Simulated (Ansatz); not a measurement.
**Magnetic states of cobalt, omega (AlB2-type)**

All numbers below come from DFT, PBEsol, plane waves (420 eV) with PAW, scalar-relativistic in Ansatz. (PAW data from PBE, frozen cores regenerated.)

Each start was relaxed and then solved on a dense mesh, with Fermi-Dirac smearing of 0.05 eV (0.1 eV in a metal without spin) extrapolated to zero. Rows within 2 meV/atom of each other tie.

Task: Where does each start end, and how do the energies compare? Starts: non-magnetic; ferromagnetic.

Result: 
| start | ends | ΔE (meV/atom) | V (Å³/atom) |
| --- | --- | --- | --- |
| ferromagnetic | ferromagnetic, net 1.63 μB per atom | 0.0 | 10.57 |
| non-magnetic | spin not included | 239.9 | 10.13 |
